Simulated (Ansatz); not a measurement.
A 6-atom cell of SiO2 built on the rutile structure (relaxed group P4_2/mnm): a relaxation of cell and atoms in Ansatz 0.2.0 (r2SCAN). The starting cell comes from a relaxation with PBE.

```yaml
crystal:
  lattice:
    - [4.236548798, 0.0, 0.0]
    - [0.0, 4.236548798, 0.0]
    - [0.0, 0.0, 2.6903537129]
  atoms:
    - { symbol: Si, position: [0.5, 0.5, 0.5] }
    - { symbol: Si, position: [0.0, 0.0, 0.0] }
    - { symbol: O, position: [0.1929995018, 0.8070004982, 0.5] }
    - { symbol: O, position: [0.8070004982, 0.1929995018, 0.5] }
    - { symbol: O, position: [0.3070004982, 0.3070004982, 0.0] }
    - { symbol: O, position: [0.6929995018, 0.6929995018, 0.0] }
kpoints:
  mp_grid: { grid: [6, 6, 8] }
hamiltonian:
  xc: r2scan
scf:
  occupations: { method: fermi_dirac, width: 0.02 }
relax:
  f_tol: 0.005
  cell: {}
```

In the abridged output below, numbers in square brackets stand for lines, or ends of lines, that were taken out.
```
Pseudopotential: Si, paw, valence charge 4, recommended cutoff 500 eV (meta_gga)
Pseudopotential: O, paw, valence charge 6, recommended cutoff 500 eV (meta_gga)
Functional definition: r2SCAN
Crystal: 6 atoms, lattice volume = 48.287 Å³
Basis set: ecut = 500 eV, 1201 PW (Γ)
[1]
Symmetry: 16 space group operations
Space group: P42/mnm (ITA 136)
[2]
relax step 1: F+E_penalty+E_count = -3559.29117940 eV  max|allowed force component| = 6.324e-2 eV/Å  Δτ_max = 0.0000 Å  P = -9.554 GPa  Ω = 48.287 Å³
--- Relaxed structure (6 steps of the walk, 6 accepted, 2 SCFs on fresh bases) ---
[3]
```

**Question.** What stood in the gaps? They hold the relaxed structure, the count of irreducible k points, the band count.

**Answer.**
```
[1]
Bands: 22, of which v1, the nominal top of the filled ones, is band 16 counted from 1 (15 counted from 0)
[2]
k-points: 50 of 288
[3]
  F+E_penalty+E_count = -3559.33703391 eV   max|allowed force component| = 7.319e-6 eV/Å
  cell:  # Å, volume = 46.7469 Å³
    - [4.185191, 0.000000, 0.000000]
    - [0.000000, 4.185191, 0.000000]
    - [0.000000, 0.000000, 2.668839]
  atoms:
    - { symbol: Si, position: [0.500000, 0.500000, 0.500000] }
    - { symbol: Si, position: [0.000000, 0.000000, 0.000000] }
    - { symbol: O, position: [0.193899, 0.806101, 0.500000] }
    - { symbol: O, position: [0.806101, 0.193899, 0.500000] }
    - { symbol: O, position: [0.306101, 0.306101, 0.000000] }
    - { symbol: O, position: [0.693899, 0.693899, 0.000000] }
```
The trailing digits, and the zero of the energies, depend on the potentials and thresholds.

In 6 steps the volume changed by -3.2 %; between the first SCF and the last, each on a basis chosen for its cell, the energy fell by 7.6 meV an atom. At the end: space group P4_2/mnm (No. 136), tetragonal; a = 4.185 Å, c = 2.669 Å in the conventional setting, 7.79 Å³ an atom. Si is surrounded by 6 O at 1.76–1.81 Å; O is surrounded by 3 Si at 1.76–1.81 Å.

Run as `ansatz run input.yaml --threads 2 --pin off --max-ram 20275MiB --backend cpu --events-out ev --progress --plain --runs-dir out`. Wall time 13 s on 2 threads of AMD EPYC 7R13 Processor (Zen 3) (shared host), load about 3.3 per core; peak host memory 0.48 GiB.

Calculated for a static, non-magnetic cell.
